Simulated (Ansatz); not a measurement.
Tl₂O:
```
CELL_PARAMETERS angstrom
      1.72271     0.99461    12.30659
     -1.72271     0.99461    12.30659
      0.00000    -1.98921    12.30659
ATOMIC_POSITIONS crystal
  Tl 0.70913 0.70913 0.70913
  Tl 0.29087 0.29087 0.29087
  Tl 0.12347 0.12347 0.12347
  Tl 0.87653 0.87653 0.87653
  O  0.41642 0.41642 0.41642
  O  0.58358 0.58358 0.58358
```

Relaxed with LDA.

**Question.** Map the electron localisation function on the plane through (0.709, 0.709, 0.709) spanned by u = [1, 0, 0] and v = [-1, 1, 1] in lattice vectors, from LDA in the plane-wave PAW code Ansatz.

**Answer.** x is the fraction of u, y of v (the angle between them is 27°; rows are the nearest grid lines); atoms in the plane: Tl at (0.00, 0.00), Tl at (0.16, 0.58), Tl at (0.83, 0.41), Tl at (0.33, 0.17), O at (0.41, 0.71), O at (0.75, 0.87).
```
|0034210000111002444531389973100001345300|
|3001441110001110012432128999951000013453|
|5410243112111111000132114997996200001345|
|2455444313664111100001110279738961001012|
|2113444421489973100000000002798799411232|
|4442113332139999951000000000015999951234|
|4444311222115996996100000000001489972134|
|3444544210000279738911111000011111455213|
|1341014543100002799883123331000111011111|
|0124200035431000015999412444431001110000|
|0013520003542100001399622445544100111000|
|0000135200155420011113531244345542000000|
|0000001244335553100110011124300145431000|
|0112210001345555420011100001352000454210|
|1123332100123444431001110000135100045421|
|4113444432100123332100001000001352002554|
|5421245554431000011100000011000012443455|
|5543114553114421000000000011222100013455|
|4444212455100343100001000001333321001234|
|1223211134530002531000111000244454321001|
|0000111001345300034200001110013555444310|
|4210000000013454223412321111100245520144|
|3431000000001245544412553111100124540003|
|0034210000111002444531389973100001345300|
```
Scale: ten equal steps from -0.003 (start of '0') to 0.823 (end of '9'), in the order '0123456789'; x runs from 0.000 to 1.00, y from 0.000 (bottom) to 1.00 (top).

The density is the valence pseudo-density with augmentation charge, so density and ELF within about 1 Å of a nucleus are not all-electron values.

Space group R-3m. The workflow started from a Materials Project entry (that database holds measured and hypothetical structures alike); the Crystallography Open Database files this formula in space group No. 166, but the cells were not matched. Whether it is the stable phase at ambient conditions was not checked. The cell was relaxed with LDA under the symmetry of its start; its stability against distortions is not shown here. A crystal of weakly bound layers computed without a dispersion correction: the cell and the soft elastic constants depend strongly on that. Spin–orbit coupling is left out wherever it is not named.

Potentials: the later of the program's two PAW sets.
